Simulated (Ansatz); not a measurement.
Ti4GaC3:
```cif
data_C6Ga2Ti8
_chemical_formula_sum 'Ti8 Ga2 C6'
_space_group_name_H-M_alt 'P63/mmc'
_space_group_IT_number 194
_space_group_name_Hall '-P 6c 2c'
_cell_length_a 3.08033
_cell_length_b 3.08033
_cell_length_c 23.16618
_cell_angle_alpha 90.000
_cell_angle_beta 90.000
_cell_angle_gamma 120.000
loop_
_atom_site_label
_atom_site_type_symbol
_atom_site_symmetry_multiplicity
_atom_site_Wyckoff_symbol
_atom_site_fract_x
_atom_site_fract_y
_atom_site_fract_z
_atom_site_occupancy
Ti1 Ti 4 e 0.00000 0.00000 0.15548 1
Ti2 Ti 4 f 0.33333 0.66667 0.05177 1
Ga1 Ga 2 c 0.33333 0.66667 0.25000 1
C1 C 2 a 0.00000 0.00000 0.00000 1
C2 C 4 f 0.66667 0.33333 0.10990 1
```

Relaxed with r²SCAN.

Which orbitals make up the states near the Fermi level in r²SCAN (plane waves, PAW; program Ansatz)?

Within 0.5 eV of the Fermi level: Ti 3d 81 %, Ga 4p 9 %, C 2p 6 %. Projections are on Löwdin-orthogonalised atomic valence shells; empty p or d shells of many metals are not among them.

Tabulate the density of states.

States/eV per cell of 16 atoms, in 0.25 eV bins, energy from the Fermi level.

| E (eV) | total | Ti 3d | C 2p | Ga 4p |
|---|---|---|---|---|
| -7.85 | 0.79 | 0.06 | 0.01 | 0.21 |
| -7.60 | 0.78 | 0.06 | 0.01 | 0.21 |
| -7.35 | 0.78 | 0.07 | 0.01 | 0.22 |
| -7.10 | 0.78 | 0.08 | 0.02 | 0.23 |
| -6.85 | 0.79 | 0.09 | 0.02 | 0.23 |
| -6.60 | 0.80 | 0.10 | 0.03 | 0.23 |
| -6.35 | 0.84 | 0.11 | 0.04 | 0.23 |
| -6.10 | 1.02 | 0.17 | 0.11 | 0.23 |
| -5.85 | 2.66 | 0.67 | 0.89 | 0.24 |
| -5.60 | 2.29 | 0.61 | 0.86 | 0.16 |
| -5.35 | 3.25 | 0.88 | 1.27 | 0.19 |
| -5.10 | 5.03 | 1.39 | 2.10 | 0.22 |
| -4.85 | 6.35 | 1.88 | 2.95 | 0.17 |
| -4.60 | 9.43 | 2.62 | 4.29 | 0.31 |
| -4.35 | 7.21 | 2.12 | 3.27 | 0.29 |
| -4.10 | 7.04 | 1.84 | 3.85 | 0.28 |
| -3.85 | 8.64 | 2.16 | 5.13 | 0.18 |
| -3.60 | 6.83 | 2.37 | 3.62 | 0.15 |
| -3.35 | 13.18 | 4.70 | 7.17 | 0.43 |
| -3.10 | 19.15 | 8.50 | 9.64 | 0.31 |
| -2.85 | 18.82 | 8.30 | 9.30 | 0.45 |
| -2.60 | 15.27 | 6.81 | 7.35 | 0.47 |
| -2.35 | 11.55 | 5.45 | 5.43 | 0.35 |
| -2.10 | 6.76 | 2.99 | 2.68 | 0.76 |
| -1.85 | 5.71 | 2.54 | 2.01 | 0.87 |
| -1.60 | 5.37 | 2.40 | 1.72 | 0.97 |
| -1.35 | 5.78 | 2.95 | 1.20 | 1.26 |
| -1.10 | 14.51 | 7.42 | 1.53 | 4.67 |
| -0.85 | 4.14 | 2.47 | 0.51 | 0.89 |
| -0.60 | 3.60 | 2.55 | 0.30 | 0.55 |
| -0.35 | 4.33 | 3.24 | 0.31 | 0.58 |
| -0.10 | 3.69 | 2.94 | 0.20 | 0.38 |
| 0.15 | 3.40 | 2.89 | 0.15 | 0.22 |
| 0.40 | 4.70 | 4.06 | 0.25 | 0.22 |
| 0.65 | 6.90 | 6.05 | 0.45 | 0.19 |
| 0.90 | 5.71 | 4.85 | 0.61 | 0.13 |
| 1.15 | 6.44 | 5.35 | 0.80 | 0.14 |
| 1.40 | 8.11 | 7.04 | 0.43 | 0.34 |
| 1.65 | 10.33 | 8.59 | 0.70 | 0.55 |
| 1.90 | 12.79 | 10.98 | 0.85 | 0.50 |
| 2.15 | 14.18 | 12.09 | 1.04 | 0.49 |
| 2.40 | 16.23 | 14.18 | 1.01 | 0.49 |
| 2.65 | 13.15 | 11.59 | 0.78 | 0.35 |
| 2.90 | 18.26 | 16.65 | 0.75 | 0.37 |
| 3.15 | 23.09 | 20.39 | 1.20 | 0.82 |
| 3.40 | 12.29 | 10.03 | 1.27 | 0.42 |
| 3.65 | 11.96 | 8.50 | 1.97 | 0.62 |
| 3.90 | 18.01 | 12.78 | 3.39 | 0.72 |
| 4.15 | 13.35 | 8.57 | 2.77 | 0.81 |
| 4.40 | 8.92 | 5.23 | 2.12 | 0.55 |
| 4.65 | 11.53 | 6.64 | 2.77 | 0.58 |

Space group P6_3/mmc. The workflow started from a Materials Project entry (that database holds measured and hypothetical structures alike); the Crystallography Open Database copy checked does not list it. Whether it is the stable phase at ambient conditions was not checked. The r²SCAN relaxation kept the symmetry of its start; whether a distortion lowers the energy is not shown. No spin polarisation was allowed. Scalar-relativistic: spin–orbit coupling is off unless named, which matters more the heavier the elements.

Potentials: the later of the program's two PAW sets.
